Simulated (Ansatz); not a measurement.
RuS2, one structure, two calculations

Cell: an entry of the Crystallography Open Database (COD) whose atoms were relaxed with PBE, the cell held.

Space group Pa-3 (No. 205); a = 5.6106 Å.

| site | Wyckoff | site symmetry | x | y | z |
| --- | --- | --- | --- | --- | --- |
| Ru | 4a | .-3. | 0.0000 | 0.0000 | 0.0000 |
| S | 8c | .3. | 0.3868 | 0.3868 | 0.3868 |

One atom of each set is listed.

First run. Computed with Ansatz: DFT, PBE, plane waves and PAW, scalar-relativistic, collinear spin, 420 eV cutoff, Γ-centred 5×5×5 k-points, Fermi–Dirac smearing 0.02 eV. Start moments as typed (μB): 2 on each Ru, none on the rest.

| site | V_zz (10²¹ V/m²) | η |
| --- | --- | --- |
| Ru | -4.89 | 0.00 |
| S | 14.43 | 0.00 |

Second run. The same atoms and settings, except that the cutoff is 350 eV.

Task: What does the second run give?

Result: 

| site | V_zz | η | change of V_zz |
| --- | --- | --- | --- |
| Ru | -4.88 | 0.00 | +0.01 |
| S | 14.44 | 0.00 | +0.01 |

No V_zz moves by more than 0.02.

Without spin–orbit coupling (the program notes it for Ru) the gradients can shift somewhat, as the gap is small. With these PAW files V_zz is typically within 2 to 3 % of all-electron values, but misses above 10 % occur on Ru. The start moments die out, and the run ends without spin.
